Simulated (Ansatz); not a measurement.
## Every step of a relaxation of HPb (chair-type layer)

DFT, PBEsol, PAW with Ansatz's default frozen-core files, scalar-relativistic (Ansatz 0.2.0); a Γ-centred 12×12×1 k mesh, Fermi–Dirac smearing of 0.05 eV, no spin polarisation. The run relaxes the plane's vectors and the atoms.

Command: `ansatz run input.yaml --threads 2 --pin off --max-ram 5120MiB --backend cpu --events-out ev --progress --plain --runs-dir out` It took 33 s on 2 threads of Arm Neoverse V2, with other jobs on the host, peak memory 0.81 GiB.

```yaml
crystal:
  lattice:
    - [4.7888, 0.0, 0.0]
    - [-2.3944, 4.1472224536, 0.0]
    - [0.0, 0.0, 22.0]
  atoms:
    - { symbol: Pb, position: [0.3333333333, 0.6666666667, 0.4800909091] }
    - { symbol: Pb, position: [0.6666666667, 0.3333333333, 0.5199090909] }
    - { symbol: H, position: [0.3333333333, 0.6666666667, 0.3996363636] }
    - { symbol: H, position: [0.6666666667, 0.3333333333, 0.6003636364] }
  periodic: [true, true, false]
kpoints:
  mp_grid: { grid: [12, 12, 1] }
scf:
  occupations: { method: fermi_dirac, width: 0.05 }
hamiltonian:
  xc: pbesol
  pseudopotentials: { kind: paw }
output:
  forces: true
  stress: true
relax:
  f_tol: 0.01
  max_steps: 60
  cell: {}
```

The program lengthens the vector along the normal, which doesn't repeat.

Each step lists its free energy a cell above the last geometry, the cell vectors (Å), and Cartesian positions (Å) with forces (eV/Å).

The first step:

```
step 1  dF = 32.18 meV
  cell 4.7888 0.0000 0.0000  -2.3944 4.1472 0.0000  0.0000 0.0000 32.6320
  Pb 0.0000 2.7648 10.5620   0.0000 0.0000 0.2215
  Pb 2.3944 1.3824 11.4380   0.0000 0.0000 -0.2215
  H 0.0000 2.7648 8.7920   0.0000 0.0000 -0.2823
  H 2.3944 1.3824 13.2080   0.0000 0.0000 0.2823
```

Spin–orbit coupling is left out, which matters for the heavy atoms. The PAW files were made under PBE.

Task: Where does the relaxation end, and by which steps?

Result: After 5 geometries, with a shortest distance of 1.801 Å. The further steps:
```
step 2  dF = 23.52 meV
  cell 4.8464 0.0000 0.0000  -2.4232 4.1971 0.0000  0.0000 0.0000 32.6320
  Pb 0.0000 2.7981 10.5228   0.0000 0.0000 0.1587
  Pb 2.4232 1.3990 11.4772   0.0000 0.0000 -0.1587
  H 0.0000 2.7981 8.7113   0.0000 0.0000 0.1464
  H 2.4232 1.3990 13.2887   0.0000 0.0000 -0.1464
step 3  dF = 3.30 meV
  cell 4.8747 0.0000 0.0000  -2.4373 4.2216 0.0000  0.0000 0.0000 32.6320
  Pb 0.0000 2.8144 10.5802   0.0000 0.0000 -0.1092
  Pb 2.4373 1.4072 11.4198   0.0000 0.0000 0.1092
  H 0.0000 2.8144 8.7694   0.0000 0.0000 0.1118
  H 2.4373 1.4072 13.2306   0.0000 0.0000 -0.1118
step 4  dF = 0.41 meV
  cell 4.8964 0.0000 0.0000  -2.4482 4.2404 0.0000  0.0000 0.0000 32.6320
  Pb 0.0000 2.8269 10.5888   0.0000 0.0000 -0.0384
  Pb 2.4482 1.4135 11.4112   0.0000 0.0000 0.0384
  H 0.0000 2.8269 8.7859   0.0000 0.0000 0.0226
  H 2.4482 1.4135 13.2141   0.0000 0.0000 -0.0226
step 5  dF = 0.00 meV
  cell 4.9118 0.0000 0.0000  -2.4559 4.2538 0.0000  0.0000 0.0000 32.6320
  Pb 0.0000 2.8358 10.5904   0.0000 0.0000 -0.0022
  Pb 2.4559 1.4179 11.4096   0.0000 0.0000 0.0022
  H 0.0000 2.8358 8.7891   0.0000 0.0000 0.0006
  H 2.4559 1.4179 13.2109   0.0000 0.0000 -0.0006
step 6  dF = -1.57 meV  (same geometry on a basis chosen anew; earlier energies don't compare to the last digit)
  cell 4.9118 0.0000 0.0000  -2.4559 4.2538 0.0000  0.0000 0.0000 32.6320
  Pb 0.0000 2.8358 10.5904   0.0000 0.0000 -0.0024
  Pb 2.4559 1.4179 11.4096   0.0000 0.0000 0.0024
  H 0.0000 2.8358 8.7891   0.0000 0.0000 0.0010
  H 2.4559 1.4179 13.2109   0.0000 0.0000 -0.0010
```
